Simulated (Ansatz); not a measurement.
Hf2N2O:
```cif
data_Hf12N12O6
_chemical_formula_sum 'Hf12 N12 O6'
_space_group_name_H-M_alt 'C2/m'
_space_group_IT_number 12
_space_group_name_Hall '-C 2y'
_cell_length_a 13.64074
_cell_length_b 3.25032
_cell_length_c 8.15122
_cell_angle_alpha 90.000
_cell_angle_beta 100.347
_cell_angle_gamma 90.000
loop_
_atom_site_label
_atom_site_type_symbol
_atom_site_symmetry_multiplicity
_atom_site_Wyckoff_symbol
_atom_site_fract_x
_atom_site_fract_y
_atom_site_fract_z
_atom_site_occupancy
Hf1 Hf 4 i 0.03110 0.00000 0.80819 1
Hf2 Hf 4 i 0.37004 0.00000 0.52535 1
Hf3 Hf 4 i 0.19505 0.50000 0.13132 1
N1 N 4 i 0.46341 0.00000 0.34318 1
N2 N 4 i 0.32802 0.50000 0.03621 1
N3 N 4 i 0.12586 0.00000 0.28527 1
O1 O 4 i 0.21107 0.00000 0.61717 1
O2 O 2 b 0.00000 0.50000 0.00000 1
```
(The calculation used a cell of 15 atoms; values per cell refer to that cell.)

Relaxed with r²SCAN.

Tabulate the valence density and the electron localisation function along the shortest Hf–N contact (2.05 Å), DFT-r²SCAN in the program Ansatz with PAW potentials.



```
distance from Hf (Å)  density (e/Å³)   ELF
--------------------  --------------  ----
0.20                           29.66  0.80
0.31                           23.63  0.83
0.41                           17.17  0.85
0.51                           11.38  0.83
0.61                            6.93  0.77
0.72                            3.93  0.63
0.82                            2.16  0.42
0.92                            1.27  0.27
1.02                            0.90  0.25
1.13                            0.85  0.38
1.23                            0.99  0.62
1.33                            1.28  0.78
1.43                            1.74  0.81
1.54                            2.35  0.78
1.64                            3.02  0.67
1.74                            3.50  0.45
1.84                            3.66  0.19
```

The density is the valence pseudo-density with augmentation charge, so density and ELF within about 1 Å of a nucleus are not all-electron values.

The workflow started from a Materials Project entry (that database holds measured and hypothetical structures alike); the Crystallography Open Database copy checked does not list it. Its standing as an ambient phase is unchecked. The r²SCAN relaxation kept the symmetry of its start; whether a distortion lowers the energy is not shown. The run is not spin-polarised. Spin–orbit coupling is left out wherever it is not named.

Potentials: the later of the program's two PAW sets.
